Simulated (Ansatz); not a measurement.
SiBCN:
```
SiBCN
1.0
    1.42178     0.82087     4.68099
   -1.42178     0.82087     4.68099
    0.00000    -1.64173     4.68099
B N Si C
1 1 1 1
Direct
  0.99363   0.99363   0.99363
  0.11946   0.11946   0.11946
  0.50437   0.50437   0.50437
  0.63257   0.63257   0.63257
```

Relaxed with PBE. Special points in fractions of this cell's reciprocal vectors: Γ (0.000, 0.000, 0.000); T (0.500, 0.500, 0.500); H2 (0.813, 0.187, 0.500); H0 (0.500, -0.187, 0.187); L (0.500, 0.000, 0.000); S0 (0.344, -0.344, 0.000); S2 (0.656, 0.000, 0.344); F (0.500, 0.000, 0.500).

Task: List the band energies nearest the valence-band maximum at these points for DFT-PBE in the program Ansatz with PAW potentials.

Result: In eV from the valence-band maximum; about four levels below and three above (degenerate sets whole), none deeper than 8.9 eV; points with the same levels are listed once.

| k | below | above |
|---|---|---|
| Γ | -4.52 -4.52 -1.08 0.00 0.00 | 3.09 5.92 7.12 7.12 |
| T | -4.50 -4.50 -0.16 -0.16 | 3.93 6.78 7.38 7.38 |
| H2 | -7.71 -5.68 -4.66 -3.02 | 2.42 4.78 7.62 |
| L | -6.68 -5.94 -4.28 -2.65 | 2.03 5.16 7.06 |
| S0 | -8.00 -5.64 -4.82 -3.06 | 2.48 5.23 7.25 |
| F | -6.13 -5.07 -2.13 -2.04 | 0.29 4.25 5.73 |

Space group R3m. The start of the workflow was typed in or built on a structure type; neither database checked (COD, Materials Project) lists it. Whether it is the stable phase at ambient conditions was not checked. The cell was relaxed with PBE under the symmetry of its start; its stability against distortions is not shown here. The volume moved by -18 % from the start of the relaxation.

Potentials: the earlier of the program's two PAW sets.
